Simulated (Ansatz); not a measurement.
# Notes on BaTiO3

```yaml
crystal:
  lattice:
    - [4.02807, 0.00000, 0.00000]
    - [0.00000, 4.02807, 0.00000]
    - [0.00000, 0.00000, 8.05615]
  atoms:
    - { symbol: Ba, position: [0.00000, 0.00000, 0.00000] }
    - { symbol: Ba, position: [0.00000, 0.00000, 0.50000] }
    - { symbol: Ti, position: [0.50000, 0.50000, 0.25000] }
    - { symbol: Ti, position: [0.50000, 0.50000, 0.75000] }
    - { symbol: O, position: [0.50000, 0.50000, 0.00000] }
    - { symbol: O, position: [0.50000, 0.50000, 0.50000] }
    - { symbol: O, position: [0.00000, 0.50000, 0.25000] }
    - { symbol: O, position: [0.00000, 0.50000, 0.75000] }
    - { symbol: O, position: [0.50000, 0.00000, 0.25000] }
    - { symbol: O, position: [0.50000, 0.00000, 0.75000] }
```

Single point in Ansatz 0.2.0 with r2SCAN, with U_eff = 3.42 eV on Ti d (all-electron-ortho-atomic projectors), no spin polarisation. Cutoff 500 eV, PAW datasets, 6×6×3 Γ-centred k mesh, fermi-dirac filling (width 0.0303 eV).

- Contacts: Ti–O at 2.01 Å: least valence density 0.61 e/Å³ and ELF 0.20 there. Ba–O at 2.85 Å: least valence density 0.17 e/Å³ and ELF 0.08 there, a closed-shell (ionic or weak) contact. Both are smooth PAW fields, read partly inside the augmentation spheres.
- Charges: Bader charges in e: Ba +1.58, Ti +2.43, O -1.34. In the mean Ti gives up most and O takes most.
- Electronic structure: The gap is 2.53 eV, indirect (the least direct gap found is 2.68 eV).
- Stress: The pressure is -3.3 GPa (compression positive), so with the atoms held at these fractions the cell would first shrink.
- Band edges: Within 0.7 eV of the edges, the states project mainly on O p (94 %) below the gap and on Ti d (91 %) above it.

Origin: a database entry at a rescaled volume.
